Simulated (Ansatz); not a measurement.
### Question
Name crystals whose computed values (LDA (plane waves, PAW; program Ansatz)) fall in these windows: Θ_D (K) 200 to 260; G_Hill (GPa) 27 to 35.

### Answer


| crystal | Θ_D (K) | G_Hill (GPa) |
|---|---|---|
| InAg3, Cu3Au type | 221 | 30.5 |
| InAs, rock salt | 252 | 32.1 |
| InPd, CsCl type | 234 | 34.8 |
| In2Pt, fluorite or antifluorite type | 205 | 31.7 |
| TePb2Se, R-3m (Te on 3b, Pb on 6c, Se on 3a) | 201 | 30.5 |
Others may fit too.

Not the usual ambient phase: InAs, rock salt. Standing as an ambient phase not checked: InAg3, Cu3Au type; In2Pt, fluorite or antifluorite type; TePb2Se, R-3m (Te on 3b, Pb on 6c, Se on 3a). Perhaps ordered models of mixed-site phases: TePb2Se, R-3m (Te on 3b, Pb on 6c, Se on 3a). All cells were relaxed under the symmetry of their starts (and spin orders); stability against distortions was not tested throughout. Rows with no word on spin ran without spin polarisation. Scalar-relativistic: spin–orbit coupling is off unless named, which matters more the heavier the elements.

Potentials: the later of the program's two PAW sets.
